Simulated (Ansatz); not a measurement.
Clean, relaxed (110) surface of TiO₂, space group P4_2/mnm (No. 136) (top face towards +c; held atoms: 1, 2, 3, 4, 5, 6, 7, 8, 9, 10, 11, 12):

```
CELL_PARAMETERS angstrom
5.90853 0.00000 0.00000
0.00000 6.51694 0.00000
0.00000 0.00000 21.80816
ATOMIC_POSITIONS crystal
O 0.00000 0.00000 0.36684
O 0.50000 0.00000 0.36684
Ti 0.00000 0.50000 0.42529
Ti 0.50000 0.50000 0.42529
Ti 0.25000 0.00000 0.42529
Ti 0.75000 0.00000 0.42529
O 0.25000 0.30438 0.42529
O 0.75000 0.30438 0.42529
O 0.25000 0.69562 0.42529
O 0.75000 0.69562 0.42529
O 0.00000 0.00000 0.48375
O 0.50000 0.00000 0.48375
O 0.00000 0.50000 0.51015
O 0.50000 0.50000 0.51015
Ti 0.00000 0.00000 0.56638
Ti 0.50000 0.00000 0.56638
Ti 0.25000 0.50000 0.57916
Ti 0.75000 0.50000 0.57916
O 0.25000 0.81159 0.58053
O 0.75000 0.81159 0.58053
O 0.25000 0.18841 0.58053
O 0.75000 0.18841 0.58053
O 0.00000 0.50000 0.62821
O 0.50000 0.50000 0.62821
```

The calculation used DFT PBE+D3(BJ), scalar-relativistic, plane waves, PAW (Ansatz 0.2.0). Settings: cutoff 420 eV, Γ-centred mesh 3×3×1 on the computed 32-atom cell, Gaussian smearing of 0.05 eV; no spin polarisation. A dipole correction removes the field between periodic images along c.

B2H6 is put on the top face, one molecule per 38.5 Å², and relaxed from 2 starts; the cell is lengthened along c to keep the vacuum. E_ads is per molecule, from the clean relaxed slab and the free relaxed molecule; negative means bound; no zero-point or thermal terms, forces under 0.04 eV/Å, and the free molecule is spin-polarised where open-shell. Heights count from the highest slab atom. Δp counts per cell along +c.

```csv
start,E_ads (eV),molecule,lowest atom's height (Å),shortest contact,Δp (e·Å)
"upright, lowest atom H over a hollow over Ti site",-0.52,whole,0.92,H–O 2.26 Å,+0.124
"random tilt, lowest atom H over an O atom of a lower plane",-0.20,whole,2.19,H–O 2.71 Å,-0.028
```

Each end is the local minimum that its start leads to.